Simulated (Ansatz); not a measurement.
ReB:
```
ReB
1.0
    0.00000     2.19153     2.19153
    2.19153     0.00000     2.19153
    2.19153     2.19153     0.00000
B Re
1 1
Direct
  0.00000   0.00000   0.00000
  0.50000   0.50000   0.50000
```

Relaxed with PBEsol. Special points in fractions of this cell's reciprocal vectors: Γ (0.000, 0.000, 0.000); X (0.500, 0.000, 0.500); U (0.625, 0.250, 0.625); K (0.375, 0.375, 0.750); L (0.500, 0.500, 0.500); W (0.500, 0.250, 0.750).

Q: List the band energies nearest the Fermi level at these points for PBEsol in the plane-wave PAW code Ansatz.

A: In eV from the Fermi level; about four levels below and three above (degenerate sets whole), none deeper than 8.9 eV; … stands for higher levels left out; points with the same levels are listed once.

```json
[
 {"k": "Γ", "below": "-3.02 -3.02 -3.02 -1.52 -1.52", "above": "…"},
 {"k": "X", "below": "-5.75 -4.41 -0.16 -0.16", "above": "0.08 …"},
 {"k": "U", "below": "-6.23 -5.01 -3.70 -0.74", "above": "0.72 2.60 …"},
 {"k": "L", "below": "-7.05 -5.60 -5.60", "above": "0.46 0.46 2.39"},
 {"k": "W", "below": "-5.38 -5.38 -5.14", "above": "1.44 1.45 1.45"}
]
```

Space group Fm-3m (rock salt). The cell is a constructed one: a structure type filled with these elements; neither database checked (COD, Materials Project) lists it. COD files the formula under space group No. 141. Whether it is the stable phase at ambient conditions was not checked. Symmetry was held in the PBEsol relaxation; its stability against distortions is not shown here. The run is not spin-polarised. Spin–orbit coupling is left out wherever it is not named.

Potentials: the earlier of the program's two PAW sets. The files were generated under PBE; for other functionals the program regenerates the frozen cores, and for LDA and PBEsol the local potential too.
